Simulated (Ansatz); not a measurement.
**Two states of CrCuSO**

```
Cu S Cr O
1.0
     3.86023    0.00000    0.00000
     0.00000    3.86023    0.00000
     0.00000    0.00000    8.73170
Cu S Cr O
2 2 2 2
Direct
  0.75000 0.25000 0.50000
  0.25000 0.75000 0.50000
  0.25000 0.25000 0.34420
  0.75000 0.75000 0.65580
  0.25000 0.75000 0.00000
  0.75000 0.25000 0.00000
  0.25000 0.25000 0.92560
  0.75000 0.75000 0.07440
```

Level: r2SCAN; 500 eV; 5×5×2 (shifted by 0.5, 0.5, 0.5 steps) mesh; gaussian occupations (width 0.057 eV); Ansatz 0.2.0, fixed geometry.

State A: Cr5 along (0.00, 0.00, 1.00), Cr6 along (0.00, 0.00, 1.00) (spinors with spin-orbit coupling). State B: Cr5 along (0.00, 0.00, 1.00), Cr6 along (0.00, 0.00, -1.00) (spinors with spin-orbit coupling).

Problem. Which state is lower, and how do they differ?

Solution. State B is lower by 71.9 meV an atom at zero smearing.

| state | free energy (meV/atom) | largest moment in a small sphere (μB) | net moment (μB/cell) | gap on mesh (eV) | pressure (GPa) | largest force (eV/Å) |
| --- | --- | --- | --- | --- | --- | --- |
| A | 72.2 | 3.23 | 7.27 | metal | -4.7 | 2.01 |
| B | 0.0 | 3.02 | 0.00 | metal | -6.9 | 2.01 |

Origin: a known structure type with other elements, at an estimated volume, so it need not be a known compound. Caveats: semilocal functionals often miss the gap of such magnets; the k mesh is coarse if the cell is a metal; atoms or cell far from equilibrium.
